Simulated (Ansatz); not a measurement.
GaN:
```
GaN
1.0
    3.21853     0.00000     0.00000
   -1.60927     2.78733     0.00000
    0.00000     0.00000     5.24321
Ga N
2 2
Cartesian
  1.60927   0.92911   2.61698
  0.00000   1.85822   5.23859
  1.60927   0.92911   4.59242
  0.00000   1.85822   1.97082
```

Relaxed with PBE. Special points in fractions of this cell's reciprocal vectors: Γ (0.000, 0.000, 0.000); M (0.500, 0.000, 0.000); K (0.333, 0.333, 0.000); A (0.000, 0.000, 0.500); L (0.500, 0.000, 0.500); H (0.333, 0.333, 0.500).

### Question
List the band energies nearest the valence-band maximum at these points for DFT-PBE in the program Ansatz with PAW potentials.

### Answer
In eV from the valence-band maximum; about four levels below and three above (degenerate sets whole), none deeper than 8.9 eV; points with the same levels are listed once.

```csv
k,below,above
Γ,-0.99 -0.99 -0.04 0.00 0.00,1.71 4.07 9.02
M,-4.06 -2.64 -2.11 -0.96,4.98 5.37 5.98
K,-5.08 -2.87 -2.87 -2.62,5.18 7.54 7.54
A,-0.51 -0.51 -0.51 -0.51,4.06 4.06 8.32 8.32
L,-1.87 -1.87 -1.83 -1.83,4.31 4.31 7.58 7.58
H,-4.03 -4.03 -1.42 -1.42,6.23 6.23 7.25 7.25
```

Space group P6_3mc (wurtzite). The cell was relaxed with PBE under the symmetry of its start. Scalar-relativistic: spin–orbit coupling is off unless named, which matters more the heavier the elements.

Potentials: the earlier of the program's two PAW sets.
